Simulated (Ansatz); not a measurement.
## ¹⁴N quadrupole couplings across 8 crystals

All values are calculated (Ansatz; DFT, PBE, plane waves and PAW, scalar-relativistic, 420 eV cutoff), not measured. Q = 20.44 mb (Pyykkö 2018), I = 1. The cells come from the COD and the Materials Project (computed, not necessarily observed phases), with the atoms as given or relaxed (PBE, cell held). Forces reach 0.2 eV/Å in them. Spin–orbit coupling is left out, which moves gradients at and beside heavy atoms (Ba) by some per cent and at some sites by far more. At most two sites a crystal are listed; metals, magnetic cells and gradients under 0.03 × 10²¹ V/m² (0.12 where the gap is under 1 eV) that symmetry doesn't force to zero are left out, and those under about 0.1 are uncertain even in sign.

| crystal | space group | first shell of N | C_Q (MHz) | η |
| --- | --- | --- | --- | --- |
| Sr4GeN4 | P-1 | 1 Ge at 1.93 Å; also 5 Sr at 2.56–2.85 Å | 1.70 | 0.06 |
| Sr4GeN4 | P-1 | 1 Ge at 1.95 Å; also 5 Sr at 2.47–2.83 Å | 1.83 | 0.34 |
| Ba3Al3N5 | P-1 | 2 Al at 1.93–1.94 Å, angle 88°; also 4 Ba at 2.67–2.88 Å | 0.973 | 0.34 |
| Ba3Al3N5 | P-1 | 3 Al at 1.95–2.02 Å; also 3 Ba at 2.79–3.32 Å | -1.19 | 0.63 |
| Ca3Ga3N5 | P-1 | 3 Ga at 1.95–1.99 Å; also 4 Ca at 2.63–3.07 Å | -1.61 | 0.41 |
| Ca3Ga3N5 | P-1 | 3 Ga at 1.96–2.04 Å; also 3 Ca at 2.51–3.00 Å | -1.77 | 0.56 |
| KMgH3N2 | Pnma | 2 H at 1.03 Å, 1 Mg at 2.08 Å; also 2 K at 2.92 Å | -3.54 | 0.79 |
| TeH2NF5 | P2_1 | 2 H at 1.03 Å, 1 Te at 1.97 Å | -4.26 | 0.62 |
| Y3Te3N | P2_1/c | 4 Y at 2.21–2.28 Å | 0.379 | 0.35 |
| Mg4ZrN4 | P-1 | 3 Mg at 2.05–2.13 Å, 1 Zr at 2.07 Å | -1.23 | 0.51 |
| KMgH3N2 | Pnma | 1 H at 1.03 Å, 3 Mg at 2.10–2.11 Å; also 3 K at 3.04–3.08 Å | 2.87 | 0.00 |
| H4NClO | P2_1/c | 3 H at 1.04–1.05 Å, 1 O at 1.41 Å; also 1 H at 1.92 Å | 3.96 | 0.10 |
| Mg4ZrN4 | P-1 | 1 Zr at 2.06 Å, 4 Mg at 2.10–2.29 Å | -1.17 | 0.86 |

By the number of first neighbours, |C_Q| spans 1.7 to 1.8 MHz with 1, 1.2 to 4.3 MHz with 3, 0.38 to 4.0 MHz with 4.

In Sr4GeN4 small gradients can still move by 0.1 × 10²¹ V/m² or more with the k-mesh.

The crystals are a selection from a larger pool of database entries, not a random sample of it.
